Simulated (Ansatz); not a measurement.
Tl (hcp (Mg type), P6_3/mmc) under volume change, plane-wave PAW r²SCAN (Ansatz code), shape and atoms relaxed at each volume.

| V (Å³/atom) | E − E(relaxed) (meV/atom) | P (GPa) |
|---|---|---|
| 27.362 | 29.5 | 3.85 |
| 28.264 | (withheld) | (withheld) |
| 29.166 | 2.9 | 1.06 |
| 30.068 | 0.0 | 0.00 |
| 30.970 | 2.5 | -0.87 |
| 31.872 | (withheld) | (withheld) |
| 32.774 | 19.3 | -2.03 |

Some entries are withheld; supply them.


- 31.872, E − E(relaxed) (meV/atom): 9.4
- 31.872, P (GPa): -1.58
- 28.264, E − E(relaxed) (meV/atom): 12.3
- 28.264, P (GPa): 2.32

What does a third-order Birch–Murnaghan fit give for V₀, B₀ and B′?

V₀ = 30.06 Å³/atom, B₀ = 31.1 GPa, B′ = 6.0.

Symmetry was held in the r²SCAN relaxation; of distortions, only those at the zone centre were tested. Spin–orbit coupling is left out wherever it is not named.

Potentials: the later of the program's two PAW sets.
